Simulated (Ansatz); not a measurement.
LiF (rock salt, space group No. 225), PBEsol in the plane-wave PAW code Ansatz. The conduction-band minimum lies at Γ, with 1 equivalent valley. Second derivatives d²E/dk² of the lowest band at one valley (eV·Å²), along Cartesian directions:

```tsv
direction	d²E/dk²
[100]	8.616
[010]	8.616
[001]	8.616
[110]	8.615
[101]	8.615
[011]	8.615
```

### Question
Find the principal effective masses, the density-of-states mass and the conductivity mass.

### Answer
Off-diagonal terms follow from H_xy = H[110] − (H_xx + H_yy)/2, and m*/mₑ = 7.620 eV·Å² over each eigenvalue: 0.88, 0.88, 0.88. One valley's DOS mass (m₁m₂m₃)^(1/3) = 0.88, conductivity mass 3/(Σ 1/mᵢ) = 0.88 mₑ.

### Question
What effective density of states Nc follows at 300 K for parabolic valleys?

### Answer
Nc = 2.509e19 × 1 × (0.88)^(3/2) ≈ 2.1e19 cm⁻³.

Space group Fm-3m (rock salt). Symmetry was held in the PBEsol relaxation.

Potentials: the later of the program's two PAW sets.

Edges and masses are those of Kohn–Sham bands, whose gap is no quasiparticle gap.
